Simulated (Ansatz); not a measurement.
KAu$_{5}$:
```xyz
6
Lattice="5.6710 0.0000 0.0000 -2.8355 4.9112 0.0000 0.0000 0.0000 4.4779" Properties=species:S:1:pos:R:3 pbc="T T T"
Au     2.8355     0.0000     2.2389
Au     1.4177     2.4556     2.2389
Au    -1.4177     2.4556     2.2389
Au     0.0000     3.2741     0.0000
Au     2.8355     1.6371     0.0000
K      0.0000     0.0000     0.0000
```

Relaxed with PBEsol. Special points in fractions of this cell's reciprocal vectors: Γ (0.000, 0.000, 0.000); M (0.500, 0.000, 0.000); K (0.333, 0.333, 0.000); A (0.000, 0.000, 0.500); L (0.500, 0.000, 0.500); H (0.333, 0.333, 0.500).

Question: List the band energies nearest the Fermi level at these points for plane-wave PAW PBEsol with spin–orbit coupling (Ansatz code).

Answer: In eV from the Fermi level; about four levels below and three above (degenerate sets whole), none deeper than 8.9 eV; points with the same levels are listed once.

```csv
k,below,above
Γ,-1.29 -1.29 -0.88 -0.88,0.62 0.62 1.08 1.08
M,-2.41 -2.41 -1.46 -1.46,0.21 0.21 0.27 0.27
K,-1.86 -1.86 -1.50 -1.50,3.02 3.02 3.13 3.13
A,-1.41 -1.41 -0.46 -0.46,0.87 0.87 1.36 1.36
L,-1.57 -1.57 -0.61 -0.61,1.58 1.58 2.11 2.11
H,-1.06 -1.06 -0.86 -0.86,0.89 0.89 0.97 0.97
```

Space group P6/mmm. The workflow started from an entry of the Crystallography Open Database (COD). Whether it is the stable phase at ambient conditions was not checked. The PBEsol relaxation kept the symmetry of its start; whether a distortion lowers the energy is not shown.

Potentials: the later of the program's two PAW sets.
